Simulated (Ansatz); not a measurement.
## TbSi3 (AuCu3-type structure)

Computed with Ansatz (plane waves, PAW, 420 eV cutoff): PBE, scalar-relativistic, collinear spin, 8×8×4 k-mesh, Gaussian smearing of 0.05 eV; PAW files: Ansatz's generated set soft_2.

```cif
data_structure
_symmetry_space_group_name_H-M 'P 1'
_symmetry_Int_Tables_number 1
_cell_length_a 5.7827
_cell_length_b 5.7827
_cell_length_c 8.1780
_cell_angle_alpha 45.000
_cell_angle_beta 45.000
_cell_angle_gamma 60.000
_cell_volume 136.73
loop_
_atom_site_label
_atom_site_type_symbol
_atom_site_fract_x
_atom_site_fract_y
_atom_site_fract_z
_atom_site_occupancy
Tb1 Tb 0.00000 0.00000 0.00000 1
Si1 Si 0.00000 0.50000 0.00000 1
Si2 Si 0.50000 0.50000 0.50000 1
Si3 Si 0.50000 0.00000 0.00000 1
Tb2 Tb 0.00000 0.00000 0.50000 1
Si4 Si 0.00000 0.50000 0.50000 1
Si5 Si 0.50000 0.50000 0.00000 1
Si6 Si 0.50000 0.00000 0.50000 1
```

The cell came from substitution into a structure type; no database entry of this phase was matched, which doesn't show that none exists.

Magnetic state: antiferromagnetic, site spin moments Tb 5.80, -5.80 μB.

Path: Γ–X–M–Γ–R–X | R–M, with Γ = (0.000, 0.000, 0.000), X = (0.000, 0.500, 0.000), M = (0.500, 0.500, 0.000), R = (1.000, 1.000, 1.000) in reciprocal vectors of the calculation's cell.

The run's cell is 2 times the crystal's primitive cell, to hold the magnetic order, so the bands are folded: in its zone Γ = R, which the primitive cell's zone keeps apart.

Q: Is it a metal or an insulator, and if it has a gap, where are the band edges on this path?

A: A metal: bands cross the Fermi level.

Bands as a text map, energy in eV from the Fermi level (dashes), each leg drawn with the same width, + spin up, o spin down, # both:
```
  3.71 |  ### #        ##       ##       ##  # ####  
  3.43 |##  ########### ### ##  ##  ## ### #### #####
  3.14 | #  ######  #### ###   ####   ### ##    #####
  2.86 |   ###    ##   #  ##  ##  ##  ##  #  # ###   
  2.57 |# ##    ######  # # ########## # #  ##   ##  
  2.29 |     ###      #  # ## #    # ## #  #  ##  ###
  2.00 | ## ###  #  #   ## #   #  #   # ##   #  ###  
  1.71 |####   ######### ## ### ## ### ## ### ##   ##
  1.43 |##     ## ## ## #    #      #    # ###    # #
  1.14 |  #   ############  #   ##   #  ####  #     #
  0.86 |################ ################ ###########
  0.57 |######   ####  #################### #######  
  0.29 |    ################   ####   ######     ####
  0.00 |###----###--###########################----##
 -0.29 |  ### #  ####  ##  ## # ## # ##  ##    ###   
 -0.57 |   # #### ## ##   #            #   #      ###
 -0.86 |     # # #  # ##  ##   #  #   ##  ##    #   #
 -1.14 |    #     ##   ###              ###      # # 
 -1.43 |    #     ##    ##              ##       #   
 -1.71 |     ##  ####   #  #    ##    #  #      #    
 -2.00 |   #   ###  ####  #    #  #    #  ##      ###
 -2.29 |      # #    # ####     ##     ####    #  #  
 -2.57 |  #  ## ##  ##  #   # #    # #   #       # # 
 -2.86 | #  #  ## ## ### # #    ##    # # ##  # #   #
 -3.14 |####   # #### # ###### #  # ###### #######  #
 -3.43 |### ############  #####    #####  #####  ####
 -3.71 | #################### #    # #######  #######
 -4.00 |#############################################
        Γ      X      M      Γ      R      XR       M
```

Without a U the open 4f shell is pinned at the Fermi level, an artefact: in the real crystal it splits into occupied and empty levels away from it, and its large orbital moment is missing here. These numbers lack spin–orbit coupling. The run wasn't fully tested for a lower electronic state. Site moments are of spin, integrated over atomic spheres.

A lower state of the open shells can't be excluded, and forces and pressures are less sure for it.
